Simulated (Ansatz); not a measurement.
Ansatz (an electronic-structure program) input:

Ansatz 0.2 input:
```yaml
crystal:
  lattice:
    - [5.7062031404, 0.0, 0.0]
    - [0.0, 5.7062031404, 0.0]
    - [0.0, 0.0, 5.7062031404]
  atoms:
    - { symbol: Cs, position: [0.0, 0.0, 0.0] }
    - { symbol: Pb, position: [0.5, 0.5, 0.5] }
    - { symbol: Cl, position: [0.0, 0.5, 0.5] }
    - { symbol: Cl, position: [0.5, 0.5, 0.0] }
    - { symbol: Cl, position: [0.5, 0.0, 0.5] }
kpoints:
  mp_grid: { grid: [4, 4, 4] }
hamiltonian:
  xc: hse06
  pseudopotentials: { kind: paw }
scf:
  occupations: { method: fixed }
checkpoint: { read: static.run }
output: { bader: true, populations: true }
```

Output (shortened):

```
WARN checkpoint.read: basis.xc_grid differs: saved 2, current 1 (points along each axis for each point of the dense box …
WARN checkpoint.read: where the exact-exchange loop starts from the saved orbitals it accepts no state on its first cycle, because this run solves another …
Pseudopotential: Cs, paw, valence charge 9
Pseudopotential: Pb, paw, valence charge 14
Pseudopotential: Cl, paw, valence charge 7
Functional definition: HSE06
davidson cushion auto → on  (no smearing: the cushion is to keep the highest requested band from converging to the state above it …
Crystal: 5 atoms, lattice volume = 185.798 Å³
Basis set: ecut = 420 eV, 3695 PW (Γ)
Bands: 27, of which v1, the nominal top of the filled ones, is band 22 counted from 1 (21 counted from 0)
Symmetry: 48 space group operations
Space group: Pm-3m (ITA 221), of the structure as read, at distance tolerance 5.7e-5 Å
k-points: 10 of 64
Exchange kernel: α = 0.2500, screened, ω = 0.2079 Å⁻¹, Wigner–Seitz truncation, v(0) = 1046.6131 eV·Å³, q-mesh 4×4×4, nearest image of the exchange supercell L …
Frozen-core exchange: fock
iter 1 solved again at ethr=1.64e-10 eV; its pass at ethr=1.00e-1 eV (dr2=7.23e-8 eV) is discarded
SCF iter   1: F=—  HF=-20833.998905 eV  |F-HF|=—  |Δ(HF+E_count)|=         —  Δρ=8.08e-6  dr2=2.23e-7  ethr=1.64e-10  ⟨swp⟩=5.5  Hψ=1382  notcnv=0
preconditioner: auto → none
iter 2 solved again at ethr=1.53e-11 eV; its pass at ethr=1.64e-10 eV (dr2=6.75e-9 eV) is discarded
SCF iter   2: F=-20833.998905 eV  HF=-20833.998905 eV  |F-HF|=1.81e-9  |Δ(HF+E_count)|=   6.82e-8  Δρ=1.96e-6  dr2=2.71e-8  ethr=1.53e-11  ⟨swp⟩=2.4  Hψ=1419  notcnv=0
SCF 1 converged in 2 iterations: F = -20833.998905 eV  dr2 = 2.71e-8
hybrid outer 1: dexx = +2.199e-8 eV, tail = 8.34e-7 eV
Crystal: 5 atoms, lattice volume = 185.798 Å³
Exchange kernel: α = 0.2500, screened, ω = 0.2079 Å⁻¹, Wigner–Seitz truncation, v(0) = 1046.6131 eV·Å³, q-mesh 4×4×4, nearest image of the exchange supercell L …
Frozen-core exchange: fock
SCF iter   1: F=—  HF=-20833.998910 eV  |F-HF|=—  |Δ(HF+E_count)|=         —  Δρ=8.14e-6  dr2=2.05e-7  ethr=9.48e-9  ⟨swp⟩=2.0  Hψ=600  notcnv=0
preconditioner: auto → none
iter 2 solved again at ethr=6.69e-12 eV; its pass at ethr=4.59e-10 eV (dr2=2.94e-9 eV) is discarded
SCF iter   2: F=-20833.998910 eV  HF=-20833.998910 eV  |F-HF|=2.08e-9  |Δ(HF+E_count)|=   7.35e-8  Δρ=1.22e-6  dr2=5.37e-9  ethr=6.69e-12  ⟨swp⟩=4.0  Hψ=1491  notcnv=0
SCF 2 converged in 2 iterations: F = -20833.998910 eV  dr2 = 5.37e-9
hybrid outer 2: dexx = +1.545e-8 eV, tail = 1.15e-8 eV, Δε = 3.84e-4 eV (about 6.83e-5 eV left of the loop's levels)
hybrid SCF converged: 2 outer / 4 inner (+0 warm-up), last move |dexx| = 1.54e-8 eV, tail = 1.15e-8 eV
Stability not checked (fock_operator)
Free energy (F): -20833.998910 eV
Frozen-core exchange: fock
Harris-Foulkes:  -20833.998910 eV  (|F-HF|=2.08e-9)
Internal energy: -20833.998910 eV  (E = F + TS)
E sigma→0 (E₀):  -20833.998910 eV
Fermi energy:    2.884425 eV
--- Per-component energies (eV) ---
  E_band       = -317.771790
  E_kinetic    = 910.396759
  E_local      = -2730.377117  (includes V_loc(G=0)·N_el)
  E_nonlocal   = 465.202758
  E_hartree    = 1034.925074
  E_xc         = -574.407759
  E_vxc        = -499.998354  (∫ρ·V_xc dr)
  E_exx        = -93.304234  (= α·E_x^exact, valence–valence)
  E_paw        = -17508.289418  (= ΣΔE_a)
  E_vpaw       = -346.238471  (= ΣTr[D̂ρ^β])
  E_aug_tail   = 0.000321  (compensation charges beyond the density's cutoff)
  E_ewald      = -2337.984956
  E_core_change = -0.160339  (= ΣΔE_core)
  E_smearing   =  0.000000  (= −TS)
  E_closure    =  0.000000  (closes the sum)
  Σ components = -20833.998910   (vs F -20833.998910, Δ=0.00e0)
  [band-id]    e_kinetic+e_local+e_nonlocal+2·e_hartree+e_vxc+2·e_exx+e_vpaw+e_augmentation_tail = -317.772425   (vs E_band -317.771790, Δ=-6.35e-4)
--- Band table (eV; the first three rows and the last of 10) ---
  k-point 0: bands = ["-19.8696", "-15.3981", "-15.3981", "-15.1826", "-15.1826", "-15.1826", "-13.4652", "-12.6908", "-12.6908", "-5.6806", "-5.6806", "-5.6806", "-3.9458", "-1.8594", "-1.8594", "-1.8594", "0.1043", "0.1043", "0.1043", "0.2144", "0.2144", …
  k-point 1: bands = ["-19.8686", "-15.3980", "-15.3551", "-15.1833", "-15.1833", "-15.1826", "-13.3947", "-12.8367", "-12.6899", "-5.6732", "-5.6711", "-5.6711", "-4.5710", "-1.8163", "-1.8163", "-0.8167", "0.0563", "0.0569", "0.0569", "0.1623", "0.1623", …
  k-point 2: bands = ["-19.8677", "-15.3979", "-15.3106", "-15.1841", "-15.1841", "-15.1826", "-13.2284", "-13.0802", "-12.6890", "-5.6656", "-5.6616", "-5.6616", "-4.9518", "-1.7707", "-1.7707", "-0.4119", "0.0041", "0.0041", "0.0097", "0.1139", "0.1139", …
  k-point 9: bands = ["-19.8648", "-15.2549", "-15.2549", "-15.1856", "-15.1856", "-15.1856", "-13.0775", "-13.0775", "-13.0775", "-6.4261", "-5.7266", "-5.7266", "-5.7266", "-0.4702", "-0.4702", "-0.4702", "0.0144", "0.0144", "0.5220", "0.5220", "0.5220", …
  guard bands above this table: 3 of the run's 27 bands. The solve was not asked for them (output.publish_guard_bands: true or output.eigenvalues …
--- Löwdin populations: 5 sites ---
  site symbol       q [e]
     0     Cs      8.1784
     1     Pb     13.1556
     2     Cl      7.5138
     3     Cl      7.5138
     4     Cl      7.5138
  spilling = 0.002829 (of n_electrons = 44.000000)
--- Bader charges: 5 sites ---
  site symbol  charge [e]  shift [e]
     0     Cs      0.9143     0.0000
     1     Pb      1.3560     0.0000
     2     Cl     -0.7568     0.0000
     3     Cl     -0.7568     0.0000
     4     Cl     -0.7568     0.0000
  shift: an alarm, by how much a part of what the PAW files miss would move the charge. Where it is large, compare
  with a run on PAW files of another source; a small one proves nothing
  estimated error of the sums over rays = 3.0e-4 e
```

Cost: about 90 core-seconds (a rough figure) on shared cores.

This is a known high-temperature phase of the composition, computed here at zero pressure and temperature. The cell was relaxed with HSE06 under the symmetry of its start; its stability against distortions is not shown here. Spin–orbit coupling is left out wherever it is not named.

Potentials: the later of the program's two PAW sets.

Ansatz is a plane-wave DFT program.
